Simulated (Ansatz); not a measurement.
Starting structure of a cell relaxation (symmetry kept):

```
CELL_PARAMETERS angstrom
3.19494 0.00000 0.00000
0.00000 3.19494 0.00000
0.00000 0.00000 4.37974
ATOMIC_POSITIONS crystal
Sc 0.00000 0.00000 0.00000
In 0.50000 0.50000 0.50000
```

The calculation used DFT r2SCAN, scalar-relativistic, plane waves, PAW (Ansatz).

Cutoff 500 eV; k points 14×14×10 on the computed 2-atom cell (Γ-centred); Gaussian smearing, width 0.10 eV; collinear spin from starting moments 0.41 0 μB.

Question: What does it relax to?

Answer: The volume decreases by 0.10 Å³/atom to 22.26 Å³/atom, and the energy falls by 0.1 meV/atom. The cell ends with a moment of 0.48 μB (only this magnetic start was tried). Final structure:
```
Sc In
1.0
     3.19156    0.00000    0.00000
     0.00000    3.19156    0.00000
     0.00000    0.00000    4.37008
Sc In
1 1
Direct
  0.00000 0.00000 0.00000
  0.50000 0.50000 0.50000
```

Course of the relaxation (steps run on the plane waves of an earlier cell, and the basis is chosen afresh near the end, so energy and pressure can step there; trial steps that raised the energy were taken back; energies are free energies):

```tsv
step	E − E_final (meV/atom)	P (GPa)	V (Å³/atom)
1	0.1	-0.31	22.35
2	0.0	0.20	22.20
3	0.0	0.00	22.26
4	0.0	0.00	22.26
```

The state reached may not be the lowest one.